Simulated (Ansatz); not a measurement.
## Sb2Se3: gradients before and after relaxing the atoms

Start: a COD entry (perhaps calculated rather than measured), atoms as given.

Space group Pnma (No. 62); a = 11.7940, b = 3.9860, c = 11.6480 Å.

```csv
site,Wyckoff,site symmetry,x,y,z
Sb1,4c,.m.,0.5304,0.2500,0.1721
Sb5,4c,.m.,0.6475,0.7500,0.4604
Se9,4c,.m.,0.6289,0.7500,0.0553
Se13,4c,.m.,0.7141,0.2500,0.3051
Se17,4c,.m.,0.4464,0.7500,0.3713
```

One atom of each set is listed.

All values are calculated (Ansatz; DFT, PBE, plane waves and PAW, scalar-relativistic, 420 eV cutoff, Γ-centred 3×7×3 k-points, Fermi–Dirac smearing 0.02 eV), not measured.

The largest force at the start is 0.33 eV/Å. Relaxing the ions at fixed cell moves them by 0.058 Å at most (atom 1, Sb) and 0.031 Å rms. End positions:

Sb1 (0.5255, 0.2500, 0.1722)
Sb5 (0.6483, 0.7500, 0.4613)
Se9 (0.6280, 0.7500, 0.0538)
Se13 (0.7141, 0.2500, 0.3053)
Se17 (0.4445, 0.7500, 0.3698)

| site | moved (Å) | first shell before | first shell after | V_zz before (10²¹ V/m²) | η before |
| --- | --- | --- | --- | --- | --- |
| Sb1 | 0.058 | 3 Se at 2.66–2.68 Å; also 3 Se at 3.22–3.25 Å | 3 Se at 2.71 Å; also 3 Se at 3.19 Å | -12.72 | 0.39 |
| Sb5 | 0.014 | 3 Se at 2.59–2.80 Å; also 4 Se at 3.01–3.49 Å | 3 Se at 2.63–2.81 Å; also 4 Se at 3.01–3.48 Å | -16.98 | 0.00 |
| Se9 | 0.021 | 2 Sb at 2.68 Å, angle 96°; also 1 Sb at 3.25 Å | 2 Sb at 2.71 Å, angle 95°; also 1 Sb at 3.19 Å | -28.5 | 0.25 |
| Se13 | 0.002 | 3 Sb at 2.66–2.80 Å | 3 Sb at 2.71–2.81 Å | 8.76 | 0.58 |
| Se17 | 0.028 | 1 Sb at 2.59 Å; also 4 Sb at 3.01–3.22 Å | 1 Sb at 2.63 Å; also 4 Sb at 3.01–3.19 Å | 16.41 | 0.84 |

Task: What are V_zz and η after the relaxation?

Result: 

```csv
site,V_zz after,η after,change of V_zz
Sb1,-10.79,0.47,+1.93
Sb5,-14.07,0.01,+2.91
Se9,-27.0,0.16,+1.56
Se13,7.93,0.60,-0.83
Se17,15.54,0.89,-0.87
```

The largest change of V_zz is on Sb5, from -16.98 to -14.07. In per cent, |V_zz| changes by -17 to -15 on Sb, -10 to -5 on Se (all sites that start above 0.5).

Without spin–orbit coupling (the program notes it for Sb) the gradients can shift somewhat, as the gap is small. With these PAW files V_zz is typically within 2 to 3 % of all-electron values, but misses above 10 % occur on Sb.
